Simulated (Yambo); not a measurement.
Yambo run on CsBr (CsCl type, space group Pm-3m, No. 221). The wavefunctions come from this Quantum ESPRESSO step (PBEsol, PseudoDojo standard norm-conserving files, fully relativistic):

```
&CONTROL
  calculation = 'nscf'
  pseudo_dir = './pseudo'
  outdir = './out'
/
&SYSTEM
  ibrav = 0
  nat = 2
  ntyp = 2
  ecutwfc = 50.0
  ecutrho = 200.0
  occupations = 'fixed'
  force_symmorphic = .true.
  nbnd = 222
  noncolin = .true.
  lspinorb = .true.
/
&ELECTRONS
  conv_thr = 2e-09
  diago_full_acc = .true.
  diago_thr_init = 1e-08
/
ATOMIC_SPECIES
Br 79.9040 Br.upf
Cs 132.9055 Cs.upf
CELL_PARAMETERS angstrom
  4.239228281000   0.000000000000   0.000000000000
  0.000000000000   4.239228281000   0.000000000000
  0.000000000000   0.000000000000   4.239228281000
ATOMIC_POSITIONS crystal
Br   0.500000000000   0.500000000000   0.500000000000
Cs   0.000000000000   0.000000000000   0.000000000000
K_POINTS automatic
4 4 4 0 0 0
```

Yambo input:

```
rim_cut
gw0
dyson
el_el_corr
HF_and_locXC
ppa
em1d
RandQpts= 1000000
RandGvec= 1 Ry
EXXRLvcs= 50 Ry
VXCRLvcs= 200 Ry
Chimod= "HARTREE"
% BndsRnXp
 1 | 220 |
%
NGsBlkXp= 7 Ry
% LongDrXp
 1.0 | 1.0 | 1.0 |
%
PPAPntXp= 27.2114 eV
% GbndRnge
 1 | 220 |
%
GTermKind= "BG"
DysSolver= "n"
ExtendOut
% QPkrange
 1 | 1 | 14 | 18 |
 3 | 3 | 16 | 17 |
 6 | 6 | 16 | 17 |
 10 | 10 | 16 | 17 |
%
```

k points by index: 1 = Γ, 3 = X, 6 = M, 10 = R.

The o-*.qp file then holds:

```
#    K-point    Band    Eo [eV]    E [eV]    E-Eo [eV]    Vxc [eV]    Vnlxc [eV]    Sc|Eo [eV]    Sc|E [eV]    dSc/dw|Eo [eV]    Re(Z)    Im(Z)
#
    1    14    -0.56645E-13    -1.550902    -1.550902    -12.68630    -16.35534    1.775263    2.118146    -6.015624    0.818952    -0.001269
    1    15    0.000000    -1.542675    -1.542675    -12.68630    -16.35534    1.785304    2.126369    -6.015658    0.818951    -0.001268
    1    16    0.000000    -1.552553    -1.552553    -12.68630    -16.35533    1.773234    2.116483    -6.015645    0.818951    -0.001269
    1    17    4.268255    4.953117    0.684862    -7.703882    -3.613200    -3.293801    -3.405821    -4.450220    0.859443    -0.989793E-3
    1    18    4.268255    4.953116    0.684861    -7.703882    -3.613200    -3.293802    -3.405822    -4.450222    0.859443    -0.989793E-3
    3    16    -0.279933    -1.853581    -1.573648    -12.29153    -16.04680    1.830212    2.181619    -6.076053    0.817465    -0.001306
    3    17    5.658887    6.486325    0.827438    -7.900563    -3.456663    -3.472351    -3.616461    -4.738570    0.851686    -0.001090
    6    16    -0.149345    -1.706823    -1.557477    -12.57513    -16.33282    1.852418    2.200217    -6.076111    0.817464    -0.001296
    6    17    4.973872    5.719644    0.745773    -7.653628    -3.507324    -3.276282    -3.400531    -4.532914    0.857204    -0.001024
    10    16    -1.366125    -3.053199    -1.687074    -11.21741    -15.25989    1.964992    2.355404    -6.296419    0.812087    -0.001772
    10    17    8.116919    9.127783    1.010865    -10.17108    -5.349984    -3.611902    -3.810235    -5.297165    0.836362    -0.024042
```
(The two width columns are left out.) Convergence of these settings isn't established.

Geometry relaxed with PBEsol.
